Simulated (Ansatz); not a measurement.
LiNbO₃:
```cif
data_Li2Nb2O6
_chemical_formula_sum 'Li2 Nb2 O6'
_space_group_name_H-M_alt 'P 1'
_space_group_IT_number 1
_cell_length_a 5.49730
_cell_length_b 5.49730
_cell_length_c 5.49730
_cell_angle_alpha 55.717
_cell_angle_beta 55.717
_cell_angle_gamma 55.717
loop_
_space_group_symop_operation_xyz
  'x, y, z'
loop_
_atom_site_label
_atom_site_type_symbol
_atom_site_fract_x
_atom_site_fract_y
_atom_site_fract_z
_atom_site_occupancy
Li1 Li 0.71882 0.71882 0.71882 1
Li2 Li 0.21882 0.21882 0.21882 1
Nb1 Nb 0.00081 0.00081 0.00081 1
Nb2 Nb 0.50081 0.50081 0.50081 1
O1 O 0.63899 0.89296 0.28132 1
O2 O 0.89296 0.28132 0.63899 1
O3 O 0.28132 0.63899 0.89296 1
O4 O 0.13899 0.78132 0.39296 1
O5 O 0.39296 0.13899 0.78132 1
O6 O 0.78132 0.39296 0.13899 1
```

Relaxed with r²SCAN.

Problem. Give the optical modes at the zone centre with their infrared activity from DFPT, r²SCAN (plane waves, PAW; program Ansatz).

Solution. Transverse frequencies, without the LO–TO term; a row sums one degenerate level.

| ω (cm⁻¹) | degeneracy | IR ((D/Å)²/amu) | activity | symmetry |
|---|---|---|---|---|
| 156 | 2 | 47.87 | IR | E |
| 219 | 1 | 0.00 | IR-inactive | A2 |
| 230 | 2 | 1.66 | IR | E |
| 252 | 1 | 52.43 | IR | A1 |
| 267 | 2 | 43.72 | IR | E |
| 277 | 1 | 0.36 | IR | A1 |
| 304 | 1 | 0.00 | IR-inactive | A2 |
| 317 | 2 | 30.23 | IR | E |
| 344 | 1 | 0.52 | IR | A1 |
| 358 | 2 | 15.48 | IR | E |
| 370 | 2 | 5.67 | IR | E |
| 403 | 1 | 0.00 | IR-inactive | A2 |
| 429 | 2 | 3.69 | IR | E |
| 456 | 1 | 0.00 | IR-inactive | A2 |
| 579 | 2 | 106.11 | IR | E |
| 629 | 1 | 52.02 | IR | A1 |
| 669 | 2 | 4.74 | IR | E |
| 889 | 1 | 0.00 | IR-inactive | A2 |

Problem. How high does the top mode go among those that the LO–TO term moves?

Solution. 864 cm⁻¹ for q along x, 864 cm⁻¹ for q along y, 855 cm⁻¹ for q along z.

Space group R3c. The r²SCAN relaxation kept the symmetry of its start. No spin polarisation was allowed.

Potentials: the later of the program's two PAW sets.
